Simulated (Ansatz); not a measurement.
The slice is one period of a {110} plane through atoms; its size isn't given.

The numbers are results of PBE (plane waves to 420 eV, PAW, scalar-relativistic; Ansatz, a program for electronic structure), not measurements. Near the nuclei the fields are pseudised (PAW); where an atom keeps semicore shells as valence, they peak there.

```
|-=+++=-::...::-=+++=|
|+++++=-:.....:-=++++|
|++++==-:.. ..:-==+++|
|+++==-:..   ..:-==++|
|====-::.     .::-===|
|=---::..     ..::---|
|---::..       ..::--|
|---::..       ..::--|
|===-::..     ..::-==|
|**+=-::..   ..::-=+*|
|%##+=-:... ...:-=+##|
|@%%#+=-:.....:-=+#%%|
|@@%#*=-:.....:-=*#%@|
|@@@%*=-:.....:-=*%@@|
|@@%#*=-:.....:-=*#%@|
|@%%#+=-:.....:-=+#%%|
|%##+=-:... ...:-=+##|
|**+=-::..   ..::-=+*|
|===-::..     ..::-==|
|---::..       ..::--|
|---::..       ..::--|
|=---::..     ..::---|
|====-::.     .::-===|
|+++==-:..   ..:-==++|
|++++==-:.. ..:-==+++|
|+++++=-:.....:-=++++|
|-=+++=-::...::-=+++=|
|:-+++=-::...::-=+++-|
```
Scale: ten equal steps from -1.78 (start of ' ') to 1.32 (end of '@'), in the order ' .:-=+*#%@'. Values: log₁₀ of the valence density in e/Å³. The map has 20 points along u (one character each, u = 0 at the left) and 28 along v (v = 0 in the bottom row). The scale is logarithmic, as a density can span decades between atoms and voids.

```
|xxxxxx889999774411000000114477999988xxxx|
|xxxx7799999977441100000011447799999977xx|
|8888999999886633110000001133668899999988|
|9999999988774422000000000022447788999999|
|9999888866552211000000000011225566888899|
|6655554433221100000000000000112233445555|
|1111111111000000000000000000000011111111|
|1111110000000000000000000000000000001111|
|2222111111000000000000000000000011111122|
|4444332211110000000000000000001111223344|
|6666554422111100000000000000111122445566|
|xxxx6655332211000000000000001122335566xx|
|xxxxxx664422110000000000000011224466xxxx|
|xxxxxx664422110000000000000011224466xxxx|
|xxxxxx664422110000000000000011224466xxxx|
|xxxx6655332211000000000000001122335566xx|
|6666554422111100000000000000111122445566|
|4444332211110000000000000000001111223344|
|2222111111000000000000000000000011111122|
|1111110000000000000000000000000000001111|
|1111111111000000000000000000000011111111|
|6655554433221100000000000000112233445555|
|9999888866552211000000000011225566888899|
|9999999988774422000000000022447788999999|
|8888999999886633110000001133668899999988|
|xxxx7799999977441100000011447799999977xx|
|xxxxxx889999774411000000114477999988xxxx|
|xxxxxx889999884411000000114488999988xxxx|
```
Scale: ten equal steps from 0.01 (start of '0') to 0.88 (end of '9'), in the order '0123456789'. Values: electron localisation function (ELF). The map has 20 points along u (two characters each, u = 0 at the left) and 28 along v (v = 0 in the bottom row). Points within 0.5 Å of a nucleus are blanked (x), as the pseudised field means little there.

Q: Which relaxed crystal do these maps come from?
A) PbSe (rock salt)
B) KCl (rock salt)
C) AgBr (rock salt)
D) NaI (rock salt)

A: C, AgBr (rock salt). Atoms on the slice: Br at (0.00, 0.00); Ag at (0.00, 0.50)

All were relaxed with their symmetry unable to fall. Spin-orbit coupling is left out.
